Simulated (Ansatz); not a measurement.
This cell of SrTiO₃ (cubic perovskite) is off equilibrium:

```
SrTiO3
1.0
    3.90701     0.00000     0.00000
    0.00000     3.90701     0.00000
    0.00000     0.00000     3.90701
Sr Ti O
1 1 3
Cartesian
  0.00000   0.00000   0.00000
  2.08860   2.08860   2.08860
  0.00000   1.95350   1.95350
  1.95350   1.95350   0.00000
  1.95350   0.00000   1.95350
```

Calculation: r2SCAN (plane waves to 500 eV, PAW, scalar-relativistic; Ansatz, a program for electronic structure). k mesh 7×7×7 (Γ-centred), Fermi-Dirac smearing 0.05 eV. Energies are smeared free energies. Compression counts positive. SrTiO3 is run without spin polarisation. SrTiO3 was relaxed with its symmetry unable to fall.

Problem. What forces act on the atoms (eV/Å, Cartesian)?

Solution. 
| atom | Fx | Fy | Fz |
|---|---|---|---|
| Sr1 | 0.460 | 0.460 | 0.460 |
| Ti2 | -0.943 | -0.943 | -0.943 |
| O3 | 0.330 | 0.077 | 0.077 |
| O4 | 0.077 | 0.077 | 0.330 |
| O5 | 0.077 | 0.330 | 0.077 |

Problem. Give the stress tensor in GPa and the pressure.

Solution. 
```
    3.7      0.5      0.5
    0.5      3.7      0.5
    0.5      0.5      3.7
```
The pressure, a third of the trace, is 3.7 GPa.

Problem. In it atom 2 sits (0.135, 0.135, 0.135) Å away from its relaxed site. What is its energy relative to the relaxed cell?

Solution. 127 meV/cell.

(For displaced atoms, the force is minus the slope of the energy, and its curvature is a force constant, which sets phonon frequencies.)
